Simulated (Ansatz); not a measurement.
**MgCd₃Se₄: relaxed-ion elastic tensor**

Theory: DFT PBE, scalar-relativistic, plane waves, PAW (Ansatz). Cutoff 420 eV, 6×6×4 k-points (Γ-centred), fixed occupations. No spin polarisation.

The cell, relaxed at this level:
```
Mg Cd Se
1.0
     4.35359    0.00000    0.00000
     0.00000    4.35359    0.00000
     0.00000    0.00000   12.24299
Mg Cd Se
1 3 4
Direct
  0.50000 0.50000 0.50000
  0.00000 0.00000 0.74489
  0.50000 0.50000 0.00000
  0.00000 0.00000 0.25511
  0.50000 0.00000 0.12753
  0.00000 0.50000 0.38317
  0.50000 0.00000 0.61683
  0.00000 0.50000 0.87247
```

The cell was found from a structure generator's guess, not taken from experiment.

(1) Give the relaxed-ion elastic constants (GPa, Voigt order xx yy zz yz xz xy, on the Cartesian axes of the cell above).

(2) Is the crystal stable against homogeneous strain?

(3) And the moduli of a polycrystal (Hill averages)?

Answers

(1)
```
70.1 26.1 38.7  0.0  0.0  0.0
26.1 70.1 38.7  0.0  0.0  0.0
38.7 38.7 55.4  0.0  0.0  0.0
 0.0  0.0  0.0 22.0  0.0  0.0
 0.0  0.0  0.0  0.0 22.0  0.0
 0.0  0.0  0.0  0.0  0.0  9.2
```

(2) Yes: the least eigenvalue of the tensor is 9.2 GPa.

(3) B = 45 GPa, G = 15 GPa, E = 41 GPa, ν = 0.35.
